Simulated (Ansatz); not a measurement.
Relaxation of a generated trial cell of SiNi in the AFLOW prototype AB_oP8_62_c_c (B29, as in SnS); 8 atoms in the cell, which starts as Pnma (No. 62), oP8; a = 9.0352 Å, b = 3.2181 Å, c = 3.4985 Å, α = 90.00°, β = 90.00°, γ = 90.00°. All values below come from PBEsol (plane waves to 420 eV, PAW, scalar-relativistic; Ansatz, a program for electronic structure). Γ-centred k-mesh 3×7×7 on the run's cell (coarser than for final values), Fermi–Dirac smearing 0.05 eV. This is the first round of the run. Spin-polarised start, with parallel moments on Ni.

The optimiser's lines from the output (shortened; P is positive under compression):

```
relax step   1: F+E_penalty+E_count = -25704.82049210 eV  Δ(F+E_penalty+E_count) = +0.000e0 eV  max|allowed force component| = 2.315e0 eV/Å  Δτ_max = 0.0000 Å  P = +8.025 GPa  Ω = 101.723 Å³  (14 SCF iters, dr2 threshold 1.00e-7 eV, accepted)
relax step   2: F+E_penalty+E_count = -25706.15909580 eV  Δ(F+E_penalty+E_count) = -1.339e0 eV  max|allowed force component| = 1.378e0 eV/Å  Δτ_max = 0.1010 Å  P = +5.779 GPa  Ω = 97.820 Å³  (9 SCF iters, dr2 threshold 8.00e-7 eV, accepted)
relax step   3: F+E_penalty+E_count = -25707.01150348 eV  Δ(F+E_penalty+E_count) = -8.524e-1 eV  max|allowed force component| = 1.037e0 eV/Å  Δτ_max = 0.1493 Å  P = +7.594 GPa  Ω = 94.713 Å³  (9 SCF iters, dr2 threshold 8.00e-7 eV, accepted)
relax step   4: F+E_penalty+E_count = -25707.18181377 eV  Δ(F+E_penalty+E_count) = -1.703e-1 eV  max|allowed force component| = 2.852e-1 eV/Å  Δτ_max = 0.0721 Å  P = -10.217 GPa  Ω = 104.484 Å³  (10 SCF iters, dr2 threshold 8.00e-7 eV, accepted)
relax step   5: F+E_penalty+E_count = -25707.65982964 eV  Δ(F+E_penalty+E_count) = -4.780e-1 eV  max|allowed force component| = 2.673e-1 eV/Å  Δτ_max = 0.1274 Å  P = -0.971 GPa  Ω = 97.727 Å³  (11 SCF iters, dr2 threshold 8.00e-7 eV, accepted)
relax step   6: F+E_penalty+E_count = -25707.96128556 eV  Δ(F+E_penalty+E_count) = -3.015e-1 eV  max|allowed force component| = 2.483e-1 eV/Å  Δτ_max = 0.0992 Å  P = +0.046 GPa  Ω = 95.949 Å³  (10 SCF iters, dr2 threshold 8.00e-7 eV, accepted)
relax step   7: F+E_penalty+E_count = -25708.06296407 eV  Δ(F+E_penalty+E_count) = -1.017e-1 eV  max|allowed force component| = 5.180e-1 eV/Å  Δτ_max = 0.0726 Å  P = +4.511 GPa  Ω = 93.131 Å³  (10 SCF iters, dr2 threshold 8.00e-7 eV, accepted)
relax step   8: F+E_penalty+E_count = -25708.50662384 eV  Δ(F+E_penalty+E_count) = -4.437e-1 eV  max|allowed force component| = 3.379e-1 eV/Å  Δτ_max = 0.1646 Å  P = +1.280 GPa  Ω = 93.562 Å³  (11 SCF iters, dr2 threshold 8.00e-7 eV, accepted)
relax step   9: F+E_penalty+E_count = -25708.83904609 eV  Δ(F+E_penalty+E_count) = -3.324e-1 eV  max|allowed force component| = 4.812e-1 eV/Å  Δτ_max = 0.1832 Å  P = -1.487 GPa  Ω = 93.987 Å³  (10 SCF iters, dr2 threshold 8.00e-7 eV, accepted)
relax step  10: F+E_penalty+E_count = -25709.29130198 eV  Δ(F+E_penalty+E_count) = -4.523e-1 eV  max|allowed force component| = 5.367e-1 eV/Å  Δτ_max = 0.1348 Å  P = -5.965 GPa  Ω = 95.484 Å³  (10 SCF iters, dr2 threshold 8.00e-7 eV, accepted)
relax step  11: F+E_penalty+E_count = -25709.89456394 eV  Δ(F+E_penalty+E_count) = -6.033e-1 eV  max|allowed force component| = 4.926e-1 eV/Å  Δτ_max = 0.1900 Å  P = -6.928 GPa  Ω = 93.962 Å³  (10 SCF iters, dr2 threshold 8.00e-7 eV, accepted)
relax step  12: F+E_penalty+E_count = -25710.09109405 eV  Δ(F+E_penalty+E_count) = -1.965e-1 eV  max|allowed force component| = 8.478e-1 eV/Å  Δτ_max = 0.1628 Å  P = +1.613 GPa  Ω = 90.601 Å³  (11 SCF iters, dr2 threshold 8.00e-7 eV, accepted)
relax step  13: F+E_penalty+E_count = -25709.71061608 eV  Δ(F+E_penalty+E_count) = +3.805e-1 eV  max|allowed force component| = 1.073e0 eV/Å  Δτ_max = 0.1681 Å  P = +6.016 GPa  Ω = 87.105 Å³  (9 SCF iters, dr2 threshold 8.00e-7 eV, rejected (line search))
relax step  14: F+E_penalty+E_count = -25710.24811585 eV  Δ(F+E_penalty+E_count) = -1.570e-1 eV  max|allowed force component| = 1.885e-1 eV/Å  Δτ_max = 0.0592 Å  P = -0.423 GPa  Ω = 90.989 Å³  (15 SCF iters, accepted)
relax step  15: F+E_penalty+E_count = -25710.26311406 eV  Δ(F+E_penalty+E_count) = -1.500e-2 eV  max|allowed force component| = 1.047e-1 eV/Å  Δτ_max = 0.0175 Å  P = +0.684 GPa  Ω = 90.511 Å³  (8 SCF iters, dr2 threshold 8.00e-7 eV, accepted)
relax step  16: F+E_penalty+E_count = -25710.26683878 eV  Δ(F+E_penalty+E_count) = -3.725e-3 eV  max|allowed force component| = 6.811e-2 eV/Å  Δτ_max = 0.0106 Å  P = +0.044 GPa  Ω = 90.770 Å³  (8 SCF iters, dr2 threshold 8.00e-7 eV, accepted)
relax step  17: F+E_penalty+E_count = -25710.26908776 eV  Δ(F+E_penalty+E_count) = -2.249e-3 eV  max|allowed force component| = 3.509e-3 eV/Å  Δτ_max = 0.0064 Å  P = -0.096 GPa  Ω = 90.863 Å³  (8 SCF iters, dr2 threshold 2.90e-7 eV, accepted)
relax step  18: F+E_penalty+E_count = -25710.26914670 eV  Δ(F+E_penalty+E_count) = -5.894e-5 eV  max|allowed force component| = 4.343e-3 eV/Å  Δτ_max = 0.0007 Å  P = +0.069 GPa  Ω = 90.767 Å³  (7 SCF iters, dr2 threshold 8.50e-8 eV, accepted)
relax step  19: F+E_penalty+E_count = -25710.26916110 eV  Δ(F+E_penalty+E_count) = -1.439e-5 eV  max|allowed force component| = 5.892e-4 eV/Å  Δτ_max = 0.0003 Å  P = +0.004 GPa  Ω = 90.804 Å³  (6 SCF iters, dr2 threshold 3.56e-8 eV, accepted)
relax step  20: F+E_penalty+E_count = -25710.26572468 eV  Δ(F+E_penalty+E_count) = +3.436e-3 eV  max|allowed force component| = 7.470e-4 eV/Å  Δτ_max = 0.0000 Å  P = +0.028 GPa  Ω = 90.804 Å³  stress off target by 3.29e-2 GPa  SCF on the basis re-selected at this cell (its energy is not comparable with the rows above)  (10 SCF iters)
relax step  21: F+E_penalty+E_count = -25710.26572054 eV  Δ(F+E_penalty+E_count) = +4.140e-6 eV  max|allowed force component| = 5.060e-4 eV/Å  Δτ_max = 0.0001 Å  P = -0.013 GPa  Ω = 90.823 Å³  (7 SCF iters, dr2 threshold 2.71e-9 eV, accepted)
relax step  22: F+E_penalty+E_count = -25710.26572649 eV  Δ(F+E_penalty+E_count) = -5.951e-6 eV  max|allowed force component| = 5.096e-4 eV/Å  Δτ_max = 0.0000 Å  P = -0.013 GPa  Ω = 90.823 Å³  stress off target by 1.74e-2 GPa  SCF on the basis re-selected at this cell (its energy is not comparable with the rows above)  (6 SCF iters)
```

From the first to the last row the energy changes by -0.68 eV/atom and the volume by -10.7 %. The last row is marked as not comparable with the walk above it, whose basis was carried along; it does compare with step 1, since both stand on a basis selected at the nominal cutoff for their own cell.

Step 13 was rejected by the optimiser.

Later rounds, restarted from the end of this one on a renewed k-mesh, logged 6 more steps and released under 0.01 eV/atom more. The final structure after all rounds: P4/nmm, origin choice 1 (No. 129), tP4; a = 3.1177 Å, b = 3.1177 Å, c = 4.6663 Å, α = 90.00°, β = 90.00°, γ = 90.00°. Between re-selections the logged energies stand on a plane-wave basis carried along with the cell. No spin polarisation in the result: the starting moments vanished. A magnetic state may lie lower.

The run could not lose the symmetry of its start: the end is stationary, and may be a saddle point rather than a minimum.

The relaxed structure here is a generated cell of SiNi: the first start was made by placing the elements on the sites of a structure type, and the end was not matched to a known phase here, so it may be hypothetical. Known forms of SiNi include space group No. 62.
